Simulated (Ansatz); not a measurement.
Data:

TaC:
```cif
data_C4Ta4
_chemical_formula_sum 'C4 Ta4'
_space_group_name_H-M_alt 'Fm-3m'
_space_group_IT_number 225
_space_group_name_Hall '-F 4 2 3'
_cell_length_a 4.47540
_cell_length_b 4.47540
_cell_length_c 4.47540
_cell_angle_alpha 90.000
_cell_angle_beta 90.000
_cell_angle_gamma 90.000
loop_
_atom_site_label
_atom_site_type_symbol
_atom_site_symmetry_multiplicity
_atom_site_Wyckoff_symbol
_atom_site_fract_x
_atom_site_fract_y
_atom_site_fract_z
_atom_site_occupancy
C1 C 4 a 0.00000 0.00000 0.00000 1
Ta1 Ta 4 b 0.50000 0.50000 0.50000 1
```
(The calculation used a cell of 2 atoms; values per cell refer to that cell.)

This is the PBE-relaxed structure.

All from PBE (plane waves, PAW; program Ansatz), unless another level is named. Give the electronic character.

metallic (no gap).

What about the density of states at the Fermi level?

0.31 states/eV per atom (mean over ±0.08 eV).

And the formation energy from the elements (no fitted shifts)?

-58 kJ/mol of atoms.

The PBE relaxation kept the symmetry of its start. The run is not spin-polarised. The references are the lowest solids computed at this level, not always the standard phases. Spin–orbit coupling is left out wherever it is not named.

Potentials: the later of the program's two PAW sets.
